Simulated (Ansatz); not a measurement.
P (black-P type, space group Cmce)

```
P
1.0
    1.65108    -5.34538     0.00000
    1.65108     5.34538     0.00000
    0.00000     0.00000     4.46666
P
4
Direct
  0.40092   0.59908   0.58510
  0.59908   0.40092   0.41490
  0.90092   0.09908   0.91490
  0.09908   0.90092   0.08510
```

The slice is a (010) plane (indices of the conventional cell) through the point (0.401, 0.599, 0.585) (fractional), spanned by u = [110] and v = [001] in vectors of this cell: u (3.30 Å) and v (4.47 Å, at 90° to u). It covers one period; positions are fractions (u, v).

Method: r2SCAN+rVV10 (plane waves to 500 eV, PAW, scalar-relativistic; Ansatz, a first-principles code). k mesh 10×10×8. Inside the PAW spheres the values are not all-electron values, and peaks at nuclei hang on which shells count as valence. P was relaxed with its symmetry unable to fall.

Problem. What is the valence density on the shortest P–P line in this plane (2.21 Å), at its midpoint?

Solution. 0.78 e/Å³.

Problem. What is the ELF at the midpoint of the shortest P–P line in this plane (2.21 Å)?

Solution. 0.9.

Problem. The ELF has a maximum in the middle third of the P–P line. Where, and how high?

Solution. 0.89, 1.1 Å from P.

Problem. Sketch the valence electron density on this plane as a map.

Solution. 
```
|335577888888665544444455668888887755|
|777788998877664433333344667788998877|
|999999888866554433223344556688889999|
|999988887755443322112233445577888899|
|888877776644332211111122334466777788|
|666666554433222211111122223344556666|
|555544443333222222222222223333444455|
|333333333333333333333333333333333333|
|222222223333444455555544443333222222|
|111122223344556666666666554433222211|
|111122334455667788888877665544332211|
|112233445577888899999988887755443322|
|223344556677889999999999887766554433|
|333344667788998888778888998877664433|
|444455668888887755445577888888665544|
|555566778899887733003377889988776655|
|666677888899997744224477999988887766|
|777788889999999977667799999999888877|
|888888999999999999889999999999998888|
|999999999999999999999999999999999999|
|889999999999998888888888999999999999|
|667799999999888877777788889999999977|
|335588999999887766666677889999998855|
|003377889988776655555566778899887733|
```
Scale: ten equal steps from -1.53 (start of '0') to -0.07 (end of '9'), in the order '0123456789'. Values: log₁₀ of the valence density in e/Å³. The map has 18 points along u (two characters each, u = 0 at the left) and 24 along v (v = 0 in the bottom row). The scale is logarithmic, as a density can span decades between atoms and voids.
